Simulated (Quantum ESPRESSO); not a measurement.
# Al3MgON3: one run as intended and one with a planted mistake

Computed values, not a measurement. The program is pw.x of Quantum ESPRESSO 7.5 (plane-wave density functional theory). The cell is made up: 8 atoms on a rocksalt lattice, with randomly drawn elements, strain and displacements, not relaxed. PseudoDojo standard norm-conserving files (v0.5 for PBE, v0.4.1 for LDA and PBEsol) set the functional; there is no spin polarisation, spin-orbit coupling or dispersion term, and the masses in the input are unused placeholders.

Intended input:

```
&control calculation='scf', pseudo_dir='./dojo.nc.sr.pbe.v0_5.standard.upf', outdir='./o', disk_io='low', tprnfor=.true., tstress=.true. /
&system ibrav=0, nat=8, ntyp=4, nbnd=26, ecutwfc=84.00895049, nosym=.true., tot_charge=0,
 occupations='smearing', smearing='fd', degauss=0.0018374661
/
&electrons conv_thr=7.350e-09, electron_maxstep=60, /
ATOMIC_SPECIES
Al 1.0 Al.upf
Mg 1.0 Mg.upf
N 1.0 N.upf
O 1.0 O.upf
CELL_PARAMETERS angstrom
4.0022 -0.0271 -0.0293
-0.0271 4.0033 0.0307
-0.0293 0.0307 4.0706
ATOMIC_POSITIONS angstrom
Al 0.0695 -0.0288 -0.0853
Mg 0.0163 2.022 2.0878
Al 1.9537 -0.0483 1.9711
Al 2.0077 2.0248 -0.019
O 1.9269 0.0145 -0.0764
N 1.9048 1.9642 2.0556
N 4.0061 -0.0402 2.0147
N 4.0209 1.9382 0.0111
K_POINTS automatic
4 4 4 1 1 1
```

The log is shortened where brackets say so; the opening notice, blank lines, dates and the lines on written files are dropped, and the path of the files is cut. It prints rydbergs, bohrs and kilobars, and counts compression as positive stress. Where no state is partly filled, the Fermi energy that it prints is only some level between the filled and the empty states on the mesh, and need not lie in the true gap.

Log of the intended run:

```
     Program PWSCF v.7.5
     Parallel version (MPI & OpenMP), running on       4 processor cores
     Number of MPI processes:                 4
     Threads/MPI process:                     1
     [start-up lines left out]
     bravais-lattice index     =            0
     lattice parameter (alat)  =       7.5634  a.u.
     unit-cell volume          =     440.0524 (a.u.)^3
     number of atoms/cell      =            8
     number of atomic types    =            4
     number of electrons       =        40.00
     number of Kohn-Sham states=           26
     kinetic-energy cutoff     =      84.0090  Ry
     charge density cutoff     =     336.0358  Ry
     scf convergence threshold =      7.3E-09
     mixing beta               =       0.7000
     number of iterations used =            8  plain     mixing
     Exchange-correlation= PBE
                           (   1   4   3   4   0   0   0)
     [axes and pseudopotential details left out]
   Cartesian axes
     site n.     atom                  positions (alat units)
         1        Al     tau(   1) = (   0.0173646  -0.0071957  -0.0213122  )
         2        Mg     tau(   2) = (   0.0040726   0.5051970   0.5216371  )
         3        Al     tau(   3) = (   0.4881322  -0.0120678   0.4924796  )
         4        Al     tau(   4) = (   0.5016242   0.5058966  -0.0047472  )
         5        O      tau(   5) = (   0.4814363   0.0036228  -0.0190886  )
         6        N      tau(   6) = (   0.4759146   0.4907557   0.5135920  )
         7        N      tau(   7) = (   1.0009247  -0.0100440   0.5033731  )
         8        N      tau(   8) = (   1.0046225   0.4842596   0.0027733  )
     number of k points=    32  Fermi-Dirac smearing, width (Ry)=  0.0018
                       cart. coord. in units 2pi/alat
        k(    1) = (   0.1267514   0.1248876   0.1228761), wk =   0.0625000
        k(    2) = (   0.1285385   0.1230144   0.3687145), wk =   0.0625000
     [further k points left out]
     Dense  grid:    45753 G-vectors     FFT dimensions: (  45,  45,  45)
     Estimated max dynamical RAM per process >      73.67 MB
     Estimated total dynamical RAM >     261.19 MB
     Initial potential from superposition of free atoms
     starting charge      39.9918, renormalised to      40.0000
     Starting wfcs are   33 randomized atomic wfcs
     total cpu time spent up to now is        0.9 secs
     per-process dynamical memory:    54.9 Mb
     Self-consistent Calculation
     iteration #  1     ecut=    84.01 Ry     beta= 0.70
     Davidson diagonalization with overlap
     ethr =  1.00E-02,  avg # of iterations =  5.5
     total cpu time spent up to now is        2.2 secs
     total energy              =    -227.75045938 Ry
     estimated scf accuracy    <       1.96115062 Ry
     iteration #  2     ecut=    84.01 Ry     beta= 0.70
     Davidson diagonalization with overlap
     ethr =  4.90E-03,  avg # of iterations =  2.2
     total cpu time spent up to now is        3.3 secs
     total energy              =    -228.35053945 Ry
     estimated scf accuracy    <       1.26458243 Ry
     [iterations 3 to 9 left out]
     iteration # 10     ecut=    84.01 Ry     beta= 0.70
     Davidson diagonalization with overlap
     ethr =  1.20E-09,  avg # of iterations =  2.1
     total cpu time spent up to now is       12.5 secs
     total energy              =    -228.57623920 Ry
     estimated scf accuracy    <          9.2E-09 Ry
     iteration # 11     ecut=    84.01 Ry     beta= 0.70
     Davidson diagonalization with overlap
     ethr =  2.31E-11,  avg # of iterations =  4.1
     total cpu time spent up to now is       13.7 secs
     End of self-consistent calculation
     [lines on levels left out]
     the Fermi energy is    14.0201 ev
!    total energy              =    -228.57623921 Ry
     estimated scf accuracy    <          1.4E-09 Ry
     smearing contrib. (-TS)   =       0.00000000 Ry
     internal energy E=F+TS    =    -228.57623921 Ry
     The total energy is F=E-TS. E is the sum of the following terms:
     one-electron contribution =     -82.93499761 Ry
     hartree contribution      =      65.90362489 Ry
     xc contribution           =     -50.50117081 Ry
     ewald contribution        =    -161.04369568 Ry
     convergence has been achieved in  11 iterations
     Forces acting on atoms (cartesian axes, Ry/au):
     atom    1 type  1   force =    -0.04511689    0.01443191    0.03167790
     atom    2 type  2   force =    -0.08085623   -0.03265360   -0.02712592
     atom    3 type  1   force =     0.02848313    0.02474851    0.00768341
     atom    4 type  1   force =     0.00711450   -0.03542151    0.01081786
     atom    5 type  4   force =     0.05389340   -0.02426497    0.02707704
     atom    6 type  3   force =     0.10426601    0.01992929   -0.01943548
     atom    7 type  3   force =    -0.03632766    0.01235571   -0.02327052
     atom    8 type  3   force =    -0.03145626    0.02087466   -0.00742430
     Total force =     0.184009     Total SCF correction =     0.000025
     Computing stress (Cartesian axis) and pressure
          total   stress  (Ry/bohr**3)                   (kbar)     P=      211.43
   0.00175770   0.00023514   0.00026987          258.57       34.59       39.70
   0.00023514   0.00142895  -0.00026426           34.59      210.21      -38.87
   0.00026987  -0.00026426   0.00112513           39.70      -38.87      165.51
     init_run     :      0.85s CPU      0.89s WALL (       1 calls)
     electrons    :     12.70s CPU     12.80s WALL (       1 calls)
     forces       :      0.22s CPU      0.23s WALL (       1 calls)
     stress       :      0.67s CPU      0.67s WALL (       1 calls)
     [timing details left out]
     PWSCF        :     14.51s CPU     14.67s WALL
     JOB DONE.
```

A second run has one planted mistake: the smearing is too wide. The input lines that differ, file-writing options aside:

```
- &system ibrav=0, nat=8, ntyp=4, nbnd=26, ecutwfc=84.00895049, nosym=.true., tot_charge=0,
+ &system ibrav=0, nat=8, ntyp=4, nbnd=44, ecutwfc=84.00895049, nosym=.true., tot_charge=0,
-  occupations='smearing', smearing='fd', degauss=0.0018374661
+  occupations='smearing', smearing='fd', degauss=0.0433642002
```

Its log:

```
     Program PWSCF v.7.5
     Parallel version (MPI & OpenMP), running on       4 processor cores
     Number of MPI processes:                 4
     Threads/MPI process:                     1
     [start-up lines left out]
     bravais-lattice index     =            0
     lattice parameter (alat)  =       7.5634  a.u.
     unit-cell volume          =     440.0524 (a.u.)^3
     number of atoms/cell      =            8
     number of atomic types    =            4
     number of electrons       =        40.00
     number of Kohn-Sham states=           44
     kinetic-energy cutoff     =      84.0090  Ry
     charge density cutoff     =     336.0358  Ry
     scf convergence threshold =      7.3E-09
     mixing beta               =       0.7000
     number of iterations used =            8  plain     mixing
     Exchange-correlation= PBE
                           (   1   4   3   4   0   0   0)
     [axes and pseudopotential details left out]
   Cartesian axes
     site n.     atom                  positions (alat units)
         1        Al     tau(   1) = (   0.0173646  -0.0071957  -0.0213122  )
         2        Mg     tau(   2) = (   0.0040726   0.5051970   0.5216371  )
         3        Al     tau(   3) = (   0.4881322  -0.0120678   0.4924796  )
         4        Al     tau(   4) = (   0.5016242   0.5058966  -0.0047472  )
         5        O      tau(   5) = (   0.4814363   0.0036228  -0.0190886  )
         6        N      tau(   6) = (   0.4759146   0.4907557   0.5135920  )
         7        N      tau(   7) = (   1.0009247  -0.0100440   0.5033731  )
         8        N      tau(   8) = (   1.0046225   0.4842596   0.0027733  )
     number of k points=    32  Fermi-Dirac smearing, width (Ry)=  0.0434
                       cart. coord. in units 2pi/alat
        k(    1) = (   0.1267514   0.1248876   0.1228761), wk =   0.0625000
        k(    2) = (   0.1285385   0.1230144   0.3687145), wk =   0.0625000
     [further k points left out]
     Dense  grid:    45753 G-vectors     FFT dimensions: (  45,  45,  45)
     Estimated max dynamical RAM per process >      94.36 MB
     Estimated total dynamical RAM >     343.94 MB
     Initial potential from superposition of free atoms
     starting charge      39.9918, renormalised to      40.0000
     Starting wfcs are   33 randomized atomic wfcs +   11 random wfcs
     total cpu time spent up to now is        1.0 secs
     per-process dynamical memory:    68.8 Mb
     Self-consistent Calculation
     iteration #  1     ecut=    84.01 Ry     beta= 0.70
     Davidson diagonalization with overlap
     ethr =  1.00E-02,  avg # of iterations =  6.7
     total cpu time spent up to now is        3.7 secs
     total energy              =    -227.80488506 Ry
     estimated scf accuracy    <       1.89607164 Ry
     iteration #  2     ecut=    84.01 Ry     beta= 0.70
     Davidson diagonalization with overlap
     ethr =  4.74E-03,  avg # of iterations =  2.0
     total cpu time spent up to now is        5.3 secs
     total energy              =    -228.27857632 Ry
     estimated scf accuracy    <       1.42663546 Ry
     [iterations 3 to 8 left out]
     iteration #  9     ecut=    84.01 Ry     beta= 0.70
     Davidson diagonalization with overlap
     ethr =  1.45E-09,  avg # of iterations =  1.5
     total cpu time spent up to now is       16.3 secs
     total energy              =    -228.57993827 Ry
     estimated scf accuracy    <       0.00000008 Ry
     iteration # 10     ecut=    84.01 Ry     beta= 0.70
     Davidson diagonalization with overlap
     ethr =  2.11E-10,  avg # of iterations =  1.9
     total cpu time spent up to now is       17.7 secs
     End of self-consistent calculation
     [lines on levels left out]
     the Fermi energy is    14.0957 ev
!    total energy              =    -228.57993829 Ry
     estimated scf accuracy    <          2.8E-10 Ry
     smearing contrib. (-TS)   =      -0.01906491 Ry
     internal energy E=F+TS    =    -228.56087338 Ry
     The total energy is F=E-TS. E is the sum of the following terms:
     one-electron contribution =     -82.88333868 Ry
     hartree contribution      =      65.86249354 Ry
     xc contribution           =     -50.49633256 Ry
     ewald contribution        =    -161.04369568 Ry
     convergence has been achieved in  10 iterations
     Forces acting on atoms (cartesian axes, Ry/au):
     atom    1 type  1   force =    -0.04504299    0.01421170    0.03203759
     atom    2 type  2   force =    -0.08083463   -0.03246385   -0.02704322
     atom    3 type  1   force =     0.02875580    0.02461054    0.00746176
     atom    4 type  1   force =     0.00731641   -0.03506088    0.01100936
     atom    5 type  4   force =     0.05246571   -0.02313689    0.02624854
     atom    6 type  3   force =     0.10404154    0.01923806   -0.01916321
     atom    7 type  3   force =    -0.03587835    0.01243210   -0.02311597
     atom    8 type  3   force =    -0.03082351    0.02016921   -0.00743485
     Total force =     0.182746     Total SCF correction =     0.000032
     Computing stress (Cartesian axis) and pressure
          total   stress  (Ry/bohr**3)                   (kbar)     P=      219.27
   0.00180917   0.00022277   0.00026169          266.14       32.77       38.50
   0.00022277   0.00148127  -0.00025644           32.77      217.90      -37.72
   0.00026169  -0.00025644   0.00118122           38.50      -37.72      173.76
     init_run     :      0.95s CPU      1.00s WALL (       1 calls)
     electrons    :     16.49s CPU     16.64s WALL (       1 calls)
     forces       :      0.27s CPU      0.27s WALL (       1 calls)
     stress       :      0.89s CPU      0.89s WALL (       1 calls)
     [timing details left out]
     PWSCF        :     18.67s CPU     18.88s WALL
     JOB DONE.
```

|  | intended run | run with the mistake |
| --- | --- | --- |
| free energy (eV) | -3109.938 | -3109.988 |
| smearing term -TS (eV) | 0.0000 | -0.2594 |
| pressure (GPa) | 21.14 | 21.93 |
| largest force component (eV/Å) | 2.681 | 2.675 |
| largest change of a force component (eV/Å) |  | 0.037 |
| iterations | 11 | 10 |

For scale, a rerun of the intended cell at 1437 eV and a 6 x 6 x 6 mesh moved values by no more than 0.004 eV in energy, 0.02 GPa in stress and 0.003 eV/Å in force. The number of bands, nbnd, was set by rule from the electron count and the smearing, so it follows the mistake.